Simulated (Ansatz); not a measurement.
Task: Each is relaxed and computed with plane-wave PAW PBE (Ansatz code). Which is the only metal?
A) SnC, rock salt
B) SiC, wurtzite
C) SrO, rock salt
D) SiB12C2, R-3m (B on 18h, B on 18h, C on 6c, Si on 3b)

Result: A, SnC, rock salt. SnC: metal; SiB12C2: gap 1.61 eV (indirect); SiC: gap 2.31 eV (indirect); SrO: gap 3.33 eV (indirect). Constructed cells (a structure type filled with these elements, in neither database checked): SnC, rock salt. Typed or built starts, not in the databases checked: SiB12C2, R-3m (B on 18h, B on 18h, C on 6c, Si on 3b). All cells were relaxed under the symmetry of their starts (and spin orders); stability against distortions was not tested throughout. Spin–orbit coupling is left out wherever it is not named.

Potentials: the earlier of the program's two PAW sets.
